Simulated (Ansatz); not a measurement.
**TaSb (rocksalt type) under strong compression**

```
Ta Sb
1.0
     0.00000    2.77075    2.77075
     2.77075    0.00000    2.77075
     2.77075    2.77075    0.00000
Ta Sb
1 1
Direct
  0.00000 0.00000 0.00000
  0.50000 0.50000 0.50000
```

The cell comes from a relaxation on PAW files under the same functional, begun from a prototype that needn't be the stable phase.

Its volume is scaled at fixed shape and fractional positions.

Level of theory: DFT with LDA, scalar-relativistic, in Ansatz 0.2.0; a Γ-centred 13×13×13 k mesh, Fermi–Dirac smearing of 0.05 eV, no spin polarisation. LAPW: all electrons, basis error target 1 meV/atom; PAW: frozen-core files, cutoff 420 eV; crystal datasets: all electrons, by PAW datasets that the program makes for each cell; norm-conserving: pseudopotentials, cutoff 1143 eV; PAW (partial waves polarizable): frozen-core files, cutoff 420 eV.

Energies are extrapolated to zero smearing and count from the unscaled cell; pressure is positive in compression; gaps take the mesh and a band path. No temperature or zero-point motion is included.

Spin–orbit coupling is left out, which matters for the heavy atoms. The PAW files were made under PBE.

| V/V0 | V (Å³/atom) | P LAPW (GPa) | ΔE LAPW (eV/atom) | P PAW − LAPW (GPa) | ΔE PAW − LAPW (meV/atom) |
| --- | --- | --- | --- | --- | --- |
| 1.00 | 21.27 | 0.02 | 0.000 | -0.03 | 0.0 |
| 0.90 | 19.14 | 18.16 | 0.109 | 0.06 | 0.2 |
| 0.80 | 17.02 | 49.7 | 0.540 | 0.27 | 2.2 |
| 0.70 | 14.89 | 105.8 | 1.535 | 0.77 | 8.7 |
| 0.60 | 12.76 | 209.1 | 3.554 | 1.89 | 25.6 |
| 0.50 | 10.64 | 412.8 | 7.521 | 3.92 | 62.9 |
| 0.40 | 8.51 | 851.3 | ? | 7.57 | 138.6 |

Task: What belongs in the row "0.40", column "ΔE LAPW (eV/atom)"?

Result: 15.517.

Task: Fit the Vinet equation to the LAPW pressures over the whole range, with residuals weighted by 1/(|P| + 0.03·Pmax).

Result: V0 = 21.29 Å³/atom, B0 = 131 GPa and B0′ = 4.76, and the fit misses no point by more than 5.4 GPa. A fit over so wide a range pins B0 less well than one near rest.

Task: From the table, what is the rise of the enthalpy H = E + pV up to the last row, and how stiff is the crystal between the last two rows?

Result: ΔH = 15.517 eV + (851.3 GPa × 8.51 Å³ − 0.02 GPa × 21.27 Å³) × 0.006242 eV/(GPa·Å³) = 60.73 eV/atom, of which pV makes 74 %. The mean bulk modulus there is −ΔP/Δln V = 1970 GPa.

Task: At the smallest volume, how far do crystal datasets and norm-conserving and PAW (partial waves polarizable) lie from LAPW in pressure?

Result: crystal datasets: -0.01 GPa; norm-conserving: +9.56 GPa; PAW (partial waves polarizable): +7.55 GPa, on a LAPW pressure of 851.3 GPa.

Task: How do the Löwdin populations by LAPW change from the unscaled cell to the last row?

Result: Ta 5s 1.97 → 1.81, Ta 6s 0.60 → 0.46, Ta 5p 5.99 → 5.86, Ta 5d 4.33 → 6.48, Sb 4s 1.98 → 1.91, Sb 5s 1.50 → 0.98, Sb 4p 5.99 → 5.95, Sb 5p 3.55 → 2.50, Sb 4d 9.99 → 9.94 electrons an atom. These are projections on the shells that the free atoms fill; 0.10 e a cell lies outside them at the start and 0.18 e at the end.
